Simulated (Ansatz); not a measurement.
Relaxed Cu (fcc, Cu type):

```
CELL_PARAMETERS angstrom
      0.00000     3.62969     3.62969
      1.81485     0.00000     1.81485
      1.81485     1.81485     0.00000
ATOMIC_POSITIONS crystal
  Cu 0.00000 0.00000 0.00000
  Cu 0.50000 0.00000 0.00000
```

A phonon eigenvector at L = (0.5, 0.0, 0.0) is frozen into this cell: atom i moves by Q times the vector below, so Q is the largest atomic displacement, in Å. The cell is held. It is one choice among 2 degenerate patterns. (q is in reciprocal vectors of the primitive cell; the cell shown is doubled to hold the pattern.)

```
atom       x       y       z
----  ------  ------  ------
Cu1   -0.285   0.520  -0.805
Cu2    0.285  -0.520   0.805
```

All values below come from PBE (plane waves to 420 eV, PAW, scalar-relativistic; Ansatz, a program for electronic structure). k mesh 11×22×22 (Γ-centred), Fermi-Dirac smearing 0.05 eV. The energy includes the smearing's −TS. Compression counts positive. With partly filled bands, energies and forces of such displacements shift with the k mesh and the smearing. Cu is run without spin polarisation. Cu was relaxed with its symmetry unable to fall. The zero of ΔE is the undisplaced structure.

```tsv
Q (Å)	ΔE (meV/cell)	−dE/dQ from forces (eV/Å)	P (GPa)
-0.280	210	1.302	3.6
-0.233	151	1.183	2.6
-0.187	100	1.015	1.7
-0.140	57	0.799	1.0
-0.093	26	0.550	0.4
-0.047	7	0.279	0.1
0.000	0	0.000	0.0
0.047	7	-0.279	0.1
0.093	26	-0.550	0.4
0.140	57	-0.799	1.0
0.187	100	-1.015	1.7
0.233	151	-1.183	2.6
0.280	210	-1.302	3.6
```

What the scan shows:

| Item | Value |
|---|---|
| Energy at Q = 0.280 Å | 210 meV/cell |
| Space group of the distorted cell | P-1 (No. 2), lowered from Fm-3m |
| Symmetry of the curve | even: the same for both signs |
| Shape of the curve | a single well with its minimum at or next to zero displacement |
| Harmonic wavenumber from the curvature (finite differences) | 113 cm⁻¹ |
| Wavenumber by perturbation theory (DFPT, on another k mesh) | 113 cm⁻¹ |

The 13 points together took around 17 core-minutes (rough).

(A displaced cell: forces are minus the slopes of the energy, force constants its curvatures, and phonons follow from these.)
